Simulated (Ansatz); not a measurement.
**ZrPt, one cell by several methods**

```yaml
crystal:
  lattice:
    - [1.71666, -5.20341, 0.00000]
    - [1.71666, 5.20341, 0.00000]
    - [0.00000, 0.00000, 4.28243]
  atoms:
    - { symbol: Zr, position: [0.85875, 0.14125, 0.75000] }
    - { symbol: Zr, position: [0.14125, 0.85875, 0.25000] }
    - { symbol: Pt, position: [0.59226, 0.40774, 0.75000] }
    - { symbol: Pt, position: [0.40774, 0.59226, 0.25000] }
```

Atoms are numbered in the order listed.

Structure from Materials Project entry mp-1065995 (possibly hypothetical), not relaxed further.

Spin–orbit coupling is left out, though it moves levels of the heavy atoms by tenths of an eV or more.

Methods: DFT, LDA, PAW with Ansatz's default frozen-core files, scalar-relativistic (Ansatz 0.2.0); DFT, LDA, all-electron PAW with datasets made for the crystal, scalar-relativistic (Ansatz 0.2.0); DFT, LDA, all-electron LAPW, scalar-relativistic (Ansatz 0.2.0).

For PAW: a Γ-centred 11×11×9 k mesh, Fermi–Dirac smearing of 0.05 eV, cutoff 420 eV, no spin polarisation; the PAW files were made with PBE, and the program remakes their frozen cores for this functional. The crystal-made all-electron datasets (AE datasets) take a cutoff of 260 eV at this cell. LAPW targets a basis error of 1 meV/atom. The Ansatz runs share mesh, smearing and spin set-up. Plane-wave (PAW) pressures include the program's estimate of the Pulay term.

Stress and pressure are positive in compression.

Spin–orbit coupling is left out, which moves gradients at and beside heavy atoms by some per cent and at worst by a factor of two.

In a metal, gradients converge slowly with the k mesh: the values move by tens of per cent from one mesh to another, at times in sign, so only the comparison on one mesh counts.

Levels count from the Fermi level.

| quantity | PAW | AE datasets | LAPW |
| --- | --- | --- | --- |
| pressure (GPa) | -7.61 | -7.58 | -7.58 |
| stress xx (GPa) | -6.74 | -6.71 | -6.71 |
| stress yy (GPa) | -8.17 | -8.14 | -8.14 |
| stress zz (GPa) | -7.91 | -7.88 | -7.88 |
| force on Zr1, y (eV/Å) | -0.045 | -0.044 | -0.045 |
| force on Pt3, y (eV/Å) | 0.079 | 0.080 | 0.080 |
| highest filled level at Z (eV) | -0.879 | -0.879 | -0.879 |
| lowest empty level at Z (eV) | 0.735 | 0.734 | 0.734 |
| highest filled level at A0 (eV) | -0.564 | -0.564 | -0.564 |
| lowest empty level at A0 (eV) | 0.608 | 0.608 | 0.608 |
| highest filled level at T (eV) | -1.696 | -1.696 | -1.696 |
| lowest empty level at T (eV) | 0.728 | 0.728 | 0.728 |
| field gradient Vzz at Zr1 (10²¹ V/m²) | 1.20 | 1.20 | – |
| field gradient Vzz at Pt3 (10²¹ V/m²) | 23.42 | 24.25 | – |

PAW's pressure differs from the LAPW value by -0.03 GPa.
